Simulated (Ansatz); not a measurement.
The relaxed structure here is a generated cell of TiB2: the first start was made by placing the elements on the sites of a structure type, and the end was not matched to a known phase here, so it may be hypothetical. Known forms of TiB2 include space group No. 191.

A relaxed structure of TiB2. The numbers are results of PBE (plane waves to 420 eV, PAW, scalar-relativistic; Ansatz, a quantum-chemistry and plane-wave program), not measurements.

```
CELL_PARAMETERS angstrom
      4.42328     0.00000     0.00000
      0.00000     4.42328     0.00000
      0.00000     0.00000     5.32325
ATOMIC_POSITIONS crystal
  Ti 0.38259 0.38259 0.50000
  Ti 0.88259 0.11741 0.25000
  Ti 0.11741 0.88259 0.75000
  Ti 0.61741 0.61741 0.00000
  B  0.13646 0.39051 0.91365
  B  0.63646 0.10949 0.83635
  B  0.36354 0.89051 0.33635
  B  0.86354 0.60949 0.41365
  B  0.60949 0.86354 0.58635
  B  0.10949 0.63646 0.16365
  B  0.89051 0.36354 0.66365
  B  0.39051 0.13646 0.08635
```

Q: Determine the symmetry and give the standard cell with its independent sites.

A: Space group P4₁2₁2 (No. 92); a = 4.423 Å, b = 4.423 Å, c = 5.323 Å, α = 90.00°, β = 90.00°, γ = 90.00°

```tsv
atom	site	symmetry	x	y	z
Ti	4a	..2	0.6174	0.6174	0.0000
B	8b	1	0.3905	0.1365	0.0864
```

Q: Give the shortest distances between elements (the closest pairs, up to four, under 3.6 Å).

A: B–B 1.72 Å; B–Ti 2.35 Å; Ti–Ti 2.84 Å.

The volume per atom comes out as 8.68 Å³ and the band gap is no gap on the sampled points, where the bands overlap only slightly; such a result is sensitive to mesh and level.

No spin polarisation in the result.

The run could not lose the symmetry of its start, so the end can be a saddle point.
